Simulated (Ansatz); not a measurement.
## Mn2As: do energies and stresses tell the same story?

Level of theory: DFT PBEsol, scalar-relativistic, plane waves, PAW (Ansatz 0.2.0).

Plane waves to 420 eV, a k mesh through Γ of 10×10×6 on the computed 6-atom cell and Gaussian smearing (0.10 eV); collinear spin from starting moments 2.16 2.16 3.06 3.06 0 0 μB.

Relaxed cell: P4/nmm, a = 3.542 Å, b = 3.542 Å, c = 6.240 Å, α = 90.00°, β = 90.00°, γ = 90.00°, 6 atoms in the primitive cell. Whether it is the stable form of this composition wasn't checked.

Energies at zero smearing and pressures from the stress tensor, at volumes with shape and atoms relaxed:
```
V (Å³/atom) E − E(first) (meV/atom) P (GPa)
     12.267                     0.00     9.62
     12.658                   -18.08     4.70
     13.050                   -24.40     0.01
     13.441                   -18.91    -4.34
     13.833                    -3.73    -7.91
```

Question: Check P = −dE/dV between neighbouring volumes, and get the bulk modulus from the pressures alone.

Answer: With 1 eV/Å³ = 160.2 GPa:
```tsv
middle V (Å³/atom)	−ΔE/ΔV (GPa)	mean P (GPa)
12.462	7.398	7.156
12.854	2.586	2.354
13.245	-2.246	-2.164
13.637	-6.211	-6.126
```

The two differ by 0.24 GPa at most. The mean of two end pressures misses the average over a step by about ΔV² P″/12, up to 0.09 GPa here; with that taken off 0.27 GPa remains. The stress is the derivative of the free energy, not of the energy at zero smearing, and with free energies 0.04 GPa remains. The largest site moment goes from 2.48 to 2.98 μB along the series, which bends P(V). Around V = 13.050 Å³/atom, the two neighbours give B = −V ΔP/ΔV = 13.050 × 9.04 / 0.783 = 150.6 GPa, against B0 = 152.1 GPa from the Birch–Murnaghan fit of the energies.

Only parallel moments were tried here.

Only this magnetic start was tried.

Cost: 6 runs of about 30 core-minutes in all, on Arm Neoverse V1 (shared hosts).